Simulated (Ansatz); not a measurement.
One crystal and one scan (scan of one atom of the cell) at two levels, PBE (plane waves to 420 eV, PAW, scalar-relativistic; Ansatz, a first-principles code) and r2SCAN (plane waves to 500 eV, PAW, scalar-relativistic; Ansatz), each from its own relaxed cell and on its own mesh. The cell shown is that of PBE.

Relaxed Hf (hcp, Mg type):

```
Hf
1.0
    6.40825     0.00000     0.00000
   -1.60206     2.77485     0.00000
    0.00000     0.00000     5.06894
Hf
4
Direct
  0.16667   0.66667   0.75000
  0.66667   0.66667   0.75000
  0.33333   0.33333   0.25000
  0.83333   0.33333   0.25000
```

In this cell atom 3 (Hf, nearest neighbour Hf at 3.138 Å; its periodic images, 3.2 Å or more away, move with it) is moved by s along Cartesian z, unit vector (0.000, 0.000, 1.000); all other atoms and the cell stay fixed.

The energy includes the smearing's −TS. Hf is run without spin polarisation. Hf was relaxed with its symmetry unable to fall. Spin-orbit coupling is left out, though Hf is heavy. The PAW data are Ansatz's earlier set. (PBE) Left out: 4 of 11 points, with atoms too close for the PAW data. (r2SCAN) Left out: 4 of 11 points, with atoms too close for the PAW data. With partly filled bands, energies and forces of such displacements shift with the k mesh and the smearing. Percentages come from the unrounded values. Both scans cover s from -0.564 to 0.564 Å.

```csv
quantity,PBE,r2SCAN,PBE − r2SCAN
Lattice constant a (Å),3.204,3.198,+0.006 (+0.2 %)
Lattice constant c (Å),5.069,5.047,+0.022 (+0.4 %)
Relaxed volume (Å³/atom),22.53,22.35,+0.18 (+0.8 %)
Energy at s = 0.564 Å (meV/cell),1183,1254,-71 (-5.6 %)
Force along the line at s = -0.564 Å (eV/Å),5.025,5.300,-0.275 (-5.2 %)
```

PBE gives the higher value for: lattice constant c; relaxed volume. PBE gives the lower value for: energy at s = 0.564 Å; force along the line at s = -0.564 Å. They agree on: lattice constant a (within 0.2 %). Both give the same symmetry of the curve: even: the same for both signs. Neither level is exact: the differences show how much the result hangs on the functional.

ΔE (meV/cell), each from the undisplaced structure of its own level:

| s (Å) | PBE | r2SCAN |
|---|---|---|
| -0.564 | 1183 | 1254 |
| -0.376 | 450 | 477 |
| -0.188 | 93 | 97 |
| 0.000 | 0 | 0 |
| 0.188 | 93 | 97 |
| 0.376 | 450 | 477 |
| 0.564 | 1183 | 1254 |

(For displaced atoms, the force is minus the slope of the energy, and its curvature is a force constant, which sets phonon frequencies.)
